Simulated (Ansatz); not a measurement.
Given:

AlN:
```
CELL_PARAMETERS angstrom
      0.00000     2.18475     2.18475
      2.18475     0.00000     2.18475
      2.18475     2.18475     0.00000
ATOMIC_POSITIONS crystal
  Al 0.00000 0.00000 0.00000
  N  0.25000 0.25000 0.25000
```

This is the r²SCAN-relaxed structure.

### Question
All from r²SCAN (plane waves, PAW; program Ansatz), unless another level is named. Give the bulk modulus (Birch–Murnaghan fit).

### Answer
210 GPa.

### Question
What about the highest zone-centre frequency (without LO–TO term)?

### Answer
664 cm⁻¹.

### Question
Next, the zero-point energy?

### Answer
99.0 meV/atom.

Space group F-43m (zinc blende). The r²SCAN relaxation kept the symmetry of its start; phonons on a q-mesh show no instability.

Potentials: the earlier of the program's two PAW sets.
